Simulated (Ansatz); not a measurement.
The relaxed structure here is a generated cell of GaPt: the first start was made by a random draw of sites in a space group, and the end was not matched to a known phase here, so it may be hypothetical.

A relaxed cell of GaPt (P6/mmm (No. 191)), relaxed on a k-mesh at least as fine as the one used below. Method: PBEsol (plane waves to 420 eV, PAW, scalar-relativistic; Ansatz, a quantum-chemistry and plane-wave program). Γ-centred k-mesh 9×9×4 on the run's cell (coarser than for final values), Fermi–Dirac smearing 0.05 eV.

```xyz
8
Lattice="4.3390 0.0000 0.0000 -2.1695 3.7577 0.0000 0.0000 0.0000 9.9639" Properties=species:S:1:pos:R:3 pbc="T T T"
Ga     0.0000     0.0000     3.7138
Ga     0.0000     0.0000     8.6958
Ga     0.0000     0.0000     1.2681
Ga     0.0000     0.0000     6.2500
Pt     0.0000     2.5051     0.0000
Pt     0.0000     2.5051     4.9819
Pt     2.1695     1.2526     0.0000
Pt     2.1695     1.2526     4.9819
```

The atoms are displaced by (Å):

```json
[
 {"atom": "Ga1", "ux": "0.048", "uy": "0.089", "uz": "-0.072"},
 {"atom": "Ga2", "ux": "0.067", "uy": "-0.105", "uz": "-0.001"},
 {"atom": "Ga3", "ux": "-0.062", "uy": "0.007", "uz": "0.026"},
 {"atom": "Ga4", "ux": "-0.016", "uy": "0.138", "uz": "-0.050"},
 {"atom": "Pt5", "ux": "0.002", "uy": "-0.049", "uz": "-0.063"},
 {"atom": "Pt6", "ux": "-0.050", "uy": "0.000", "uz": "0.042"},
 {"atom": "Pt7", "ux": "0.024", "uy": "0.062", "uz": "0.034"},
 {"atom": "Pt8", "ux": "0.198", "uy": "0.048", "uz": "-0.050"}
]
```

Task: What forces (eV/Å) and pressure result?

Result: 
```tsv
atom	Fx	Fy	Fz
Ga1	0.15	-0.12	0.67
Ga2	0.00	0.21	-0.33
Ga3	-0.01	0.02	-0.76
Ga4	0.28	-0.35	0.59
Pt5	0.48	1.31	-0.02
Pt6	4.77	2.70	0.05
Pt7	-0.46	-1.49	0.24
Pt8	-5.20	-2.26	-0.44
```

Pressure +2.6 GPa.

Task: Estimate the energy cost of the displacement in the harmonic approximation and compare with the calculation.

Result: For a harmonic well ΔE = −½ Σ F·u = 0.841 eV a cell, or 105 meV/atom. The calculated energy relative to the undisplaced cell is +0.09 eV/atom, so the harmonic estimate holds well.

The undisplaced cell is probably no minimum: from this displacement the run went on to P2₁ (No. 4) at a tolerance of 0.01 Å, Cmc2₁ (No. 36) at 0.1 Å, 0.56 eV/atom below it.

No spin polarisation in the result.
